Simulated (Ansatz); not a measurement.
A geometry of Te$_{2}$Mo away from equilibrium: step 2 of the relaxation of a relaxed Te2Mo cell with every coordinate shifted by Gaussian noise of σ = 0.3 Å. These are PBE (plane waves to 420 eV, PAW, scalar-relativistic; Ansatz, a first-principles code) values and carry that method's errors. Γ-centred k-mesh 8×8×2 on the run's cell (coarser than for final values), Fermi–Dirac smearing 0.05 eV.

```xyz
6
Lattice="3.5637 -0.0099 -0.0085 -1.7904 3.1121 0.0228 -0.0366 0.0925 15.4120" Properties=species:S:1:pos:R:3:forces:R:3 pbc="T T T" free_energy=-37832.015 pressure_GPa=-1.8
Mo     0.2851     1.8872    11.8342   -1.9797    0.7301   -2.2075
Mo     1.6281     1.0297     3.5791    0.4997   -0.4969    1.9708
Te    -0.1715     2.1566     1.8402    0.1074   -0.3810   -0.1590
Te     1.8407     1.1732     9.8245    1.1354   -1.0200    0.8578
Te     1.9488     0.7781    13.5101    0.8238    0.3137    1.2688
Te     0.0205     1.5917     5.7477   -0.5866    0.8541   -1.7310
```

Positions in Å, forces in eV/Å, free energy of the cell in eV (comparable only within this code, potentials and settings). Largest force: 3.05 eV/Å, on Mo1 (atoms numbered as listed); the geometry lies 0.24 eV/atom above the end of its relaxation.

No spin polarisation in the result. Without a van der Waals term the distances between weakly bound units are poorly fixed.
